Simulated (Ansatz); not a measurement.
NbAs:
```cif
data_As2Nb2
_chemical_formula_sum 'Nb2 As2'
_space_group_name_H-M_alt 'P 1'
_space_group_IT_number 1
_cell_length_a 6.36746
_cell_length_b 6.36746
_cell_length_c 6.36746
_cell_angle_alpha 148.347
_cell_angle_beta 148.347
_cell_angle_gamma 45.373
loop_
_space_group_symop_operation_xyz
  'x, y, z'
loop_
_atom_site_label
_atom_site_type_symbol
_atom_site_fract_x
_atom_site_fract_y
_atom_site_fract_z
_atom_site_occupancy
Nb1 Nb 0.99939 0.99939 0.00000 1
Nb2 Nb 0.74939 0.24939 0.50000 1
As1 As 0.41761 0.41761 0.00000 1
As2 As 0.16761 0.66761 0.50000 1
```

This is the PBE-relaxed structure.

Question: All from PBE in the plane-wave PAW code Ansatz, unless another level is named. Estimate the electronic character.

Answer: no gap, with almost no states at the Fermi level (zero-gap or semimetallic).

Question: What about the formation energy from the elements (no fitted shifts)?

Answer: -0.69 eV/atom.

Space group I4_1md. The cell was relaxed with PBE under the symmetry of its start. No spin polarisation was allowed. A small band overlap can be real or an error of a semilocal functional. The references are the lowest solids computed at this level, not always the standard phases. Spin–orbit coupling is left out wherever it is not named.

Potentials: the earlier of the program's two PAW sets.
